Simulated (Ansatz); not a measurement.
Pb₃O₄:
```
CELL_PARAMETERS angstrom
      6.95384     0.00000     0.00000
      0.00000     9.94707     0.00000
      0.00000     0.00000     3.44948
ATOMIC_POSITIONS crystal
  Pb 0.00731 0.80995 0.00000
  Pb 0.99269 0.19005 0.00000
  Pb 0.50731 0.69005 0.00000
  Pb 0.49269 0.30995 0.00000
  Pb 0.00000 0.50000 0.50000
  Pb 0.50000 0.00000 0.50000
  O  0.84414 0.59223 0.00000
  O  0.15586 0.40777 0.00000
  O  0.34414 0.90777 0.00000
  O  0.65586 0.09223 0.00000
  O  0.85054 0.30940 0.50000
  O  0.14946 0.69060 0.50000
  O  0.35054 0.19060 0.50000
  O  0.64946 0.80940 0.50000
```

Relaxed with r²SCAN.

Task: Give the Bader charges and basin volumes of the independent atoms, r²SCAN (plane waves, PAW; program Ansatz).

Result: 

```csv
atom,Bader charge (e),Bader volume (Å³)
Pb1,+1.30,23.9
Pb5,+2.08,14.9
O7,-1.17,14.3
O11,-1.17,14.0
```

Space group Pbam. The workflow started from a Materials Project entry (that database holds measured and hypothetical structures alike); the Crystallography Open Database files this formula in space group No. 55, but the cells were not matched. Whether it is the stable phase at ambient conditions was not checked. Symmetry was held in the r²SCAN relaxation; whether a distortion lowers the energy is not shown. Scalar-relativistic: spin–orbit coupling is off unless named, which matters more the heavier the elements.

Potentials: the later of the program's two PAW sets.
